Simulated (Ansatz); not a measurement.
# Does relaxation matter for the field gradients of GaAs with Zr replacing Ga?

Start: a supercell of GaAs (zinc blende type, F-43m) built from a COD entry, with all atoms left at the host's positions.

```cif
data_ZrGa26As27
_symmetry_space_group_name_H-M 'F-43m'
_symmetry_Int_Tables_number 216
_cell_length_a 16.9611
_cell_length_b 16.9611
_cell_length_c 16.9611
_cell_angle_alpha 90.000
_cell_angle_beta 90.000
_cell_angle_gamma 90.000
loop_
_atom_site_label
_atom_site_type_symbol
_atom_site_symmetry_multiplicity
_atom_site_Wyckoff_symbol
_atom_site_fract_x
_atom_site_fract_y
_atom_site_fract_z
Zr Zr 4 a 0.0000 0.0000 0.0000
Ga2 Ga 48 h 0.1667 0.0000 0.1667
Ga5 Ga 16 e 0.3333 0.8333 0.1667
Ga9 Ga 16 e 0.6667 0.6667 0.3333
Ga15 Ga 24 f 0.5000 0.6667 0.5000
As28 As 16 e 0.0833 0.9167 0.0833
As29 As 24 g 0.2500 0.9167 0.2500
As33 As 48 h 0.5833 0.7500 0.4167
As41 As 16 e 0.4167 0.5833 0.4167
As54 As 4 c 0.7500 0.2500 0.7500
```

One atom of each set is listed; the run and its k-mesh use a cell of 54 atoms with edges of 11.99, 11.99, 11.99 Å.

The numbers come from a DFT calculation in Ansatz (PBE, plane waves and PAW, scalar-relativistic, 420 eV cutoff, Γ-centred 2×2×2 k-points, Fermi–Dirac smearing 0.01 eV, cell charge +1).

The largest force at the start is 1.7 eV/Å. Relaxing the ions at fixed cell moves them by 0.126 Å at most (atom 28, As) and 0.043 Å rms.

```json
{"site": "Zr", "moved (Å)": "0.000", "first shell before": "4 As at 2.45 Å", "first shell after": "4 As at 2.57 Å", "V_zz before (10²¹ V/m²)": "0.00", "η before": "–"}
{"site": "Ga2", "moved (Å)": "0.052", "first shell before": "4 As at 2.45 Å", "first shell after": "4 As at 2.43–2.46 Å", "V_zz before (10²¹ V/m²)": "2.19", "η before": "0.12"}
{"site": "Ga5", "moved (Å)": "0.015", "first shell before": "4 As at 2.45 Å", "first shell after": "4 As at 2.44–2.45 Å", "V_zz before (10²¹ V/m²)": "-0.31", "η before": "0.00"}
{"site": "Ga9", "moved (Å)": "0.005", "first shell before": "4 As at 2.45 Å", "first shell after": "4 As at 2.44–2.45 Å", "V_zz before (10²¹ V/m²)": "-0.34", "η before": "0.00"}
{"site": "Ga15", "moved (Å)": "0.007", "first shell before": "4 As at 2.45 Å", "first shell after": "4 As at 2.44–2.45 Å", "V_zz before (10²¹ V/m²)": "0.20", "η before": "0.97"}
{"site": "As28", "moved (Å)": "0.126", "first shell before": "1 Zr at 2.45 Å, 3 Ga at 2.45 Å", "first shell after": "3 Ga at 2.46 Å, 1 Zr at 2.57 Å", "V_zz before (10²¹ V/m²)": "-14.13", "η before": "0.00"}
{"site": "As29", "moved (Å)": "0.012", "first shell before": "4 Ga at 2.45 Å", "first shell after": "4 Ga at 2.43–2.45 Å", "V_zz before (10²¹ V/m²)": "2.45", "η before": "0.34"}
{"site": "As33", "moved (Å)": "0.010", "first shell before": "4 Ga at 2.45 Å", "first shell after": "4 Ga at 2.44–2.45 Å", "V_zz before (10²¹ V/m²)": "-1.09", "η before": "0.04"}
{"site": "As41", "moved (Å)": "0.005", "first shell before": "4 Ga at 2.45 Å", "first shell after": "4 Ga at 2.44 Å", "V_zz before (10²¹ V/m²)": "0.027", "η before": "0.00"}
```

**Question.** What are V_zz and η after the relaxation?

**Answer.** 

```
site  V_zz after  η after  change of V_zz
  Zr        0.00        –            0.00
 Ga2        2.56     0.16           +0.37
 Ga5       -0.57     0.00           -0.26
 Ga9       -0.24     0.00           +0.10
Ga15       -0.25     0.75               –
As28      -12.59     0.00           +1.54
As29        0.90     0.70           -1.55
As33        0.76     0.71               –
As41        0.21     0.00           +0.19
```

The largest change of V_zz along a kept axis is on As29, from 2.45 to 0.90. In per cent, |V_zz| changes by +17 on Ga, -63 to -11 on As (all sites that start above 0.5, bar those whose gradient vanishes or changes sign or whose main axis turns by over 40°). Where |V_zz| stays above 0.1 and the axes keep their order, η moves most on As29, from 0.34 to 0.70. On Ga2 V_xx and V_yy change places (or their axes turn by over 50°), so the two values of η hide a larger change. On As33, Ga15 the largest principal value lies along another axis in the second run, so the two V_zz can't be compared directly. Other sites without a gradient aren't listed.

The defect repeats with the cell of 54 atoms, so it feels its images: sites between two images don't show the values beside a lone defect, and zeros or small values of η there can come from the images' arrangement. A uniform background compensates the cell's charge. Without spin–orbit coupling (the program notes it for Zr) the gradients can shift somewhat, as the gap is small.
Before: With a gap of 0.6 eV on this mesh, small gradients can still move by 0.1 × 10²¹ V/m² or more as the k-mesh gets denser. The neighbours have not yet relaxed around the defect (largest force 1.7 eV/Å), so a real crystal will differ.
After: The relaxation keeps the site symmetry -43m of the start, so the impurity can't leave its site; a start off the site could end lower. With a gap of 0.7 eV on this mesh, small gradients can still move by 0.1 × 10²¹ V/m² or more as the k-mesh gets denser.
